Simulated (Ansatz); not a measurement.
The calculation used DFT PBE, scalar-relativistic, plane waves, PAW in Ansatz. Settings: cutoff 420 eV, Γ-centred meshes spaced at most about 0.3 Å⁻¹, and about 0.25 Å⁻¹ or finer for metals (2π included), Gaussian smearing. No spin polarisation in the final relaxations.

Temperature and zero-point effects are left out. All come from trial cells, and lower structures may exist.

**Question.** Order these relaxed structures of Li₂H by energy, lowest first, with the energy over the lowest of them.
1.

```
Li H
1.0
     2.82288    0.00000    0.00000
     0.00000    4.17714    0.00000
     0.00000    0.00000    5.98465
Li H
4 2
Direct
  0.50000 0.00000 0.39330
  0.00000 0.50000 0.14680
  0.50000 0.00000 0.85320
  0.00000 0.50000 0.60670
  0.50000 0.50000 0.38981
  0.00000 0.00000 0.61019
```

2.

```
Li H
1.0
     2.79793    0.00000    0.00000
    -1.39897    2.42308    0.00000
     0.00000    0.00000    5.21044
Li H
2 1
Direct
  0.66667 0.33333 0.76037
  0.66667 0.33333 0.23963
  0.00000 0.00000 0.00000
```

**Answer.** 1 (0 meV/atom), 2 (60 meV/atom). Forms: 1 Pmmn; 2 P-6m2. Counting H atoms around Li (those within 1.25 times the shortest such distance or 1.15 times the sum of covalent radii; a slash parts the counts of unlike sites): cell 1 has Li 2/4; cell 2 has Li 3.

With hydrogen, zero-point motion can shift such differences by 10 meV/atom or more. A magnetic state wasn't ruled out in cells without spin, among them P-6m2. Cells relaxed within their symmetry can be saddle points. The Pmmn cell of Li2H came from shaking the P-6m2 one. Some candidate types were left out of the draw beforehand, so a known form may be missing.
